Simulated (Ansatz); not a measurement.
A geometry of Te away from equilibrium: step 2 of the relaxation of a relaxed Te cell displaced along its unstable phonon at q = (½, ½, 0) of its primitive reciprocal cell (68i cm⁻¹), largest move 0.15 Å. Computed with PBEsol (plane waves to 420 eV, PAW, scalar-relativistic; Ansatz, an electronic-structure program). Γ-centred k-mesh 7×7×6 on the run's cell (coarser than for final values), Fermi–Dirac smearing 0.05 eV.

```xyz
12
Lattice="6.0131 -9.4306 0.0000 6.0131 0.0000 0.0000 0.0000 0.0000 6.0790" Properties=species:S:1:pos:R:3:forces:R:3 pbc="T T T" free_energy=-82816.737 pressure_GPa=-0.2
Te     9.0196    -5.0485     1.5197    0.0000    0.0548    0.0000
Te     6.0131    -0.3332     1.5197    0.0000    0.0548    0.0000
Te     3.0065    -4.3821     4.5592    0.0000   -0.0548    0.0000
Te     6.0131    -9.0974     4.5592    0.0000   -0.0548    0.0000
Te     3.2588    -1.4620     3.0664    0.2081    0.0874   -0.0148
Te     5.7608    -6.1773     3.0664   -0.2081    0.0874   -0.0148
Te     2.7543    -1.4620     6.0521   -0.2081    0.0874    0.0148
Te     6.2653    -6.1773     6.0521    0.2081    0.0874    0.0148
Te     8.7673    -7.9686     3.0126   -0.2081   -0.0874    0.0148
Te     6.2653    -3.2533     3.0126    0.2081   -0.0874    0.0148
Te     9.2719    -7.9686     0.0269    0.2081   -0.0874   -0.0148
Te     5.7608    -3.2533     0.0269   -0.2081   -0.0874   -0.0148
```

Positions in Å, forces in eV/Å, free energy of the cell in eV (comparable only within this code, potentials and settings). Largest force: 0.23 eV/Å, on Te5, Te6, Te7, Te8, Te9, Te10, Te11, Te12 (atoms numbered as listed); the geometry lies 0.03 eV/atom above the end of its relaxation.

No spin polarisation in the result.

The run could not lose the symmetry of its start: the end is stationary, and may be a saddle point rather than a minimum.

The end of the path is a generated cell of Te: the first start was made by placing the elements on the sites of a structure type, and the end was not matched to a known phase here, so it may be hypothetical. Known forms of Te include space group No. 152.
